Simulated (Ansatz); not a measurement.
BAs: relaxed-ion elastic tensor

Method: DFT LDA, scalar-relativistic, plane waves, PAW (Ansatz). Settings: 420 eV plane-wave cutoff, Γ-centred 8×8×8 mesh, fixed occupations. No spin polarisation.

The cell is fixed (symmetry leaves no force on the atoms) and stands under 0.0 GPa:
```yaml
crystal:
  lattice:
    - [0.00000, 2.36630, 2.36630]
    - [2.36630, 0.00000, 2.36630]
    - [2.36630, 2.36630, 0.00000]
  atoms:
    - { symbol: B, position: [0.00000, 0.00000, 0.00000] }
    - { symbol: As, position: [0.25000, 0.25000, 0.25000] }
```

The cell is the ideal cubic zincblende prototype.

**Question.** Give the relaxed-ion elastic constants (GPa, Voigt order xx yy zz yz xz xy, on the axes of the cell above).

**Answer.**
C11 = 289.3, C12 = 75.8, C13 = 75.8, C22 = 289.3, C23 = 75.8, C33 = 289.3, C44 = 156.0, C55 = 156.0, C66 = 156.0 GPa; the others vanish.

**Question.** Is the crystal stable against homogeneous strain?

**Answer.** Yes: the least eigenvalue of the tensor is 156.0 GPa.

**Question.** And the moduli of a polycrystal (Hill averages)?

**Answer.** B = 147 GPa, G = 134 GPa, E = 308 GPa, ν = 0.15.

Cost: 1 run of about 0.67 core-minutes, on Oxide Virtual Turin-like Processor (Zen 5) (shared hosts).